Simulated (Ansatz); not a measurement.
AgCl:
```
AgCl
1.0
    0.00000     2.80575     2.80575
    2.80575     0.00000     2.80575
    2.80575     2.80575     0.00000
Ag Cl
1 1
Direct
  0.50000   0.50000   0.50000
  0.00000   0.00000   0.00000
```

The program Ansatz at the PBE level (PAW) gives a gap of 0.92 eV without spin–orbit coupling, maximum at L, minimum at Γ.

**Question.** What happens when spin–orbit coupling is switched on?

**Answer.** The gap falls by 0.04 eV, to 0.88 eV; maximum at L, minimum at Γ.

**Question.** Give the electron effective mass with spin–orbit coupling.

**Answer.** 0.27 mₑ (isotropic).

**Question.** Give the hole effective mass with spin–orbit coupling.

**Answer.** 0.68, 0.68, 1.1 mₑ (principal values).

**Question.** Give the Z2 indices of the occupied bands with spin–orbit coupling.

**Answer.** 0;(000).

Space group Fm-3m (rock salt). The cell was relaxed with PBE under the symmetry of its start; phonons on a q-mesh show no instability. No spin polarisation was allowed.

Potentials: the later of the program's two PAW sets.
